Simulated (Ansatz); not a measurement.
ZrTa:
```xyz
4
Lattice="4.6934 0.0000 0.0000 0.0000 3.5581 0.0000 0.0000 0.0000 4.9601" Properties=species:S:1:pos:R:3 pbc="T T T"
Ta     1.1734     0.0000     4.0120
Ta     3.5201     0.0000     0.9481
Zr     1.1734     1.7790     1.3758
Zr     3.5201     1.7790     3.5842
```

Relaxed with PBE. Special points in fractions of this cell's reciprocal vectors: Γ (0.000, 0.000, 0.000); X (0.500, 0.000, 0.000); S (0.500, 0.500, 0.000); Y (0.000, 0.500, 0.000); Z (0.000, 0.000, 0.500); U (0.500, 0.000, 0.500); R (0.500, 0.500, 0.500); T (0.000, 0.500, 0.500).

Q: List the band energies nearest the Fermi level at these points for the program Ansatz at the PBE level (PAW).

A: In eV from the Fermi level; about four levels below and three above (degenerate sets whole), none deeper than 8.9 eV; … stands for higher levels left out; points with the same levels are listed once.

```json
[
 {"k": "Γ", "below": "-3.23 -2.94 -1.59 -1.35", "above": "0.61 0.62 0.69"},
 {"k": "X", "below": "-1.33 -1.33 -0.71 -0.71", "above": "0.40 0.40 0.83 0.83"},
 {"k": "S", "below": "-0.39 -0.39 -0.31 -0.31", "above": "2.78 2.78 …"},
 {"k": "Y", "below": "-1.35 -1.26 -1.14 -0.46", "above": "0.49 0.84 1.28"},
 {"k": "Z", "below": "-1.00 -0.92 -0.66 -0.29", "above": "0.33 0.37 1.38"},
 {"k": "U", "below": "-0.93 -0.93 -0.65 -0.65", "above": "0.24 0.24 1.04 1.04"},
 {"k": "R", "below": "-0.94 -0.94 -0.92 -0.92", "above": "1.32 1.32 1.35 1.35"},
 {"k": "T", "below": "-1.61 -1.00 -0.96 -0.58", "above": "0.27 0.58 0.74"}
]
```

Space group Pmma. The start of the workflow was typed in or built on a structure type; neither database checked (COD, Materials Project) lists it. Its standing as an ambient phase is unchecked. The cell was relaxed with PBE under the symmetry of its start; whether a distortion lowers the energy is not shown. No spin polarisation was allowed. Spin–orbit coupling is left out wherever it is not named.

Potentials: the earlier of the program's two PAW sets.
